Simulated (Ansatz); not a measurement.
Data:

C:
```cif
data_C2
_chemical_formula_sum 'C2'
_space_group_name_H-M_alt 'P 1'
_space_group_IT_number 1
_cell_length_a 2.51291
_cell_length_b 2.51291
_cell_length_c 2.51291
_cell_angle_alpha 60.000
_cell_angle_beta 60.000
_cell_angle_gamma 60.000
loop_
_space_group_symop_operation_xyz
  'x, y, z'
loop_
_atom_site_label
_atom_site_type_symbol
_atom_site_fract_x
_atom_site_fract_y
_atom_site_fract_z
_atom_site_occupancy
C1 C 0.50000 0.50000 0.50000 1
C2 C 0.75000 0.75000 0.75000 1
```

This is the PBEsol-relaxed structure.

**Question.** All from the program Ansatz at the PBEsol level (PAW), unless another level is named. Estimate the band gap.

**Answer.** 4.03 eV (indirect).

**Question.** Give the smallest direct gap on the standard path.

**Answer.** 5.57 eV.

**Question.** Next, the conduction-band minimum?

**Answer.** on the Γ–X line, 73 % of the way from Γ (6 equivalent valleys).

Space group Fd-3m (diamond). The cell was relaxed with PBEsol under the symmetry of its start.

Potentials: the later of the program's two PAW sets.
